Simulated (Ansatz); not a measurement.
Values for one crystal, relaxed and computed with r²SCAN (plane waves, PAW; program Ansatz); other levels are named.

- Volume per atom = 25.48 Å³
- Band gap = 0.13 eV (smallest direct gap 0.13 eV)
- Gap with spin–orbit coupling = none (metallic)
- Bulk modulus (Birch–Murnaghan fit) = 50.1 GPa
- Pressure derivative B′ = 4.3
- Formation energy from the elements (no fitted shifts) = -0.56 eV/atom
- Hole effective mass, band 2 of 2 at the edge = 0.074 along x, 0.43 along z (mₑ)

### Question
Which of these materials gives this?
(A) CdF2, fluorite
(B) CaZn2Sb2, P-3m1 (Zn on 2d, Ca on 1a, Sb on 2d)
(C) Ca2Sb, I4/mmm (Ca on 4e, Ca on 4c, Sb on 4e)
(D) SiO2, P6_422 (Si on 3c, O on 6j)

### Answer
B, CaZn2Sb2, P-3m1 (Zn on 2d, Ca on 1a, Sb on 2d)

The workflow started from an entry of the Crystallography Open Database (COD). Its standing as an ambient phase is unchecked. Symmetry was held in the r²SCAN relaxation; its stability against distortions is not shown here. The references are the lowest solids computed at this level, not always the standard phases. Spin–orbit coupling is left out wherever it is not named.

Potentials: the later of the program's two PAW sets.
